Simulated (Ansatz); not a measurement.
One crystal and one scan (generalised stacking-fault energy along a line) at two levels, r2SCAN (plane waves to 500 eV, PAW, scalar-relativistic; Ansatz, an electronic-structure program) and PBE (plane waves to 420 eV, PAW, scalar-relativistic; Ansatz), each from its own relaxed cell and on its own mesh. The cell shown is that of r2SCAN.

BN (zinc blende) is sheared across one {111} plane, glide cut: the third cell vector gains the shift, so faults repeat every 6.3 Å. The cut lies between planes 0.52 Å apart; the cell height is held.

```yaml
crystal:
  lattice:
    - [2.55247, 0.00000, 0.00000]
    - [1.27623, 2.21050, 0.00000]
    - [0.00000, 0.00000, 6.25224]
  atoms:
    - { symbol: N, position: [0.66667, 0.66667, 0.04167] }
    - { symbol: N, position: [0.33333, 0.33333, 0.37500] }
    - { symbol: N, position: [0.00000, 0.00000, 0.70833] }
    - { symbol: B, position: [0.00000, 0.00000, 0.95833] }
    - { symbol: B, position: [0.66667, 0.66667, 0.29167] }
    - { symbol: B, position: [0.33333, 0.33333, 0.62500] }
```

In-plane vectors a = (2.552, 0.000) Å, b = (1.276, 2.211) Å, area 5.64 Å². The shift is s times the vector a + b (length 4.421 Å), so s = 1 restores the start. Atoms relax along the normal only. γ = [E(shift) − E(0)] / area.

E is the zero-smearing estimate. BN was relaxed with its symmetry unable to fall. Faults lie only 6.3 Å apart, and holding the cell height raises γ above its relaxed value. Some relaxations began with atoms very close together and may have settled on another branch. Percentages come from the unrounded values. Both scans cover s from 0.000 to 0.917.

Results of r2SCAN:

```
Item                                                                                                       Result
------------------------------------------------------------------------------------------------------  ---------
Lattice constant a (Å)                                                                                      3.610
Band gap of the relaxed cell, no spin-orbit coupling (eV)                                                    5.00
Highest computed γ on the line (J/m²)                                                                       16.33
γ at the intrinsic stacking fault, s = 0.667 (mJ/m²)                                                          219
Lower barrier from zero shift into that minimum (unstable fault energy, highest computed point) (J/m²)       3.50
Steepest slope dγ/d(shift) before the first maximum (spline) (GPa)                                            228
Position of the highest point                                                                           s = 0.333
Local minima between the ends                                                                           s = 0.667
```

Question: Estimate the PBE values.

Answer: 
| quantity | PBE | r2SCAN − PBE |
|---|---|---|
| Lattice constant a (Å) | 3.625 | -0.015 (-0.4 %) |
| Band gap of the relaxed cell, no spin-orbit coupling (eV) | 4.46 | +0.54 (+12 %) |
| Highest computed γ on the line (J/m²) | 15.50 | +0.83 (+5.3 %) |
| γ at the intrinsic stacking fault, s = 0.667 (mJ/m²) | 192 | +27 (+14 %) |
| Lower barrier from zero shift into that minimum (unstable fault energy, highest computed point) (J/m²) | 3.35 | +0.15 (+4.3 %) |
| Steepest slope dγ/d(shift) before the first maximum (spline) (GPa) | 215 | +13 (+6 %) |

r2SCAN gives the higher value for: band gap of the relaxed cell, no spin-orbit coupling; highest computed γ on the line; γ at the intrinsic stacking fault, s = 0.667; lower barrier from zero shift into that minimum; steepest slope dγ/d(shift) before the first maximum. r2SCAN gives the lower value for: lattice constant a. Both give the same position of the highest point: s = 0.333. Neither level is exact: the differences show how much the result hangs on the functional.

(The slope of γ gives the shear force per area between the displaced halves; near zero shift its curvature is an elastic stiffness.)
